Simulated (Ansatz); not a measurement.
Trial structure of MoH2, not yet relaxed:

```cif
data_structure
_symmetry_space_group_name_H-M 'I4/mmm'
_symmetry_Int_Tables_number 139
_cell_length_a 3.4081
_cell_length_b 3.4081
_cell_length_c 5.6630
_cell_angle_alpha 90.000
_cell_angle_beta 90.000
_cell_angle_gamma 90.000
_cell_volume 65.78
loop_
_atom_site_label
_atom_site_type_symbol
_atom_site_symmetry_multiplicity
_atom_site_Wyckoff_symbol
_atom_site_fract_x
_atom_site_fract_y
_atom_site_fract_z
_atom_site_occupancy
H1 H 4 e 0.50000 0.50000 0.09234 1
Mo1 Mo 2 a 0.00000 0.00000 0.00000 1
```

Computed with Ansatz 0.2.0, DFT PBE, scalar-relativistic, plane waves, PAW. Cutoff 420 eV; k points 8×8×8 on the computed 3-atom cell (Γ-centred); Gaussian smearing, width 0.10 eV; no spin polarisation.

The zero of energy is the elements' standard structures at the same level (H₂ as a molecule); no fitted shifts are applied.

Problem. Estimate its pressure, forces and energy as it stands.

Solution. The pressure is -34.3 GPa (the mean over three directions, positive in compression), the largest force is 0.86 eV/Å, and the energy is +1.18 eV/atom against the elements. The shortest distance is 1.05 Å.

Problem. How much does it gain on relaxing, and where does it end?

Solution. Relaxing gains about 0.82 eV/atom (the start's value is from the coarse mesh, so the gain is rough) in 15 ionic steps and ends at +0.36 eV/atom on the finer mesh. The symmetry stays I4/mmm (No. 139). The volume per atom shrinks by 37.3 %, from 11.0 to 6.9 Å³. The shortest distance goes from 1.05 Å (H–H) to 1.32 Å (H–H). Conventional cell: a = 2.899 Å, c = 4.912 Å. Around H lie 1 H at 1.32 Å, 1 Mo at 1.80 Å and 4 Mo at 2.15 Å; Mo has 2 H at 1.80 Å and 8 H at 2.15 Å.

The last run used a 22×22×22 mesh for its 3-atom cell and Gaussian smearing of 0.10 eV. With hydrogen, zero-point motion can shift formation energies by some tens of meV/atom. The relaxation can't lower the symmetry of the start. A structure relaxed within its symmetry needn't be a true minimum. Another cell of MoH2 relaxed alike, in Fm-3m, lies 293 meV/atom lower, so this cell isn't the stable form at this level.
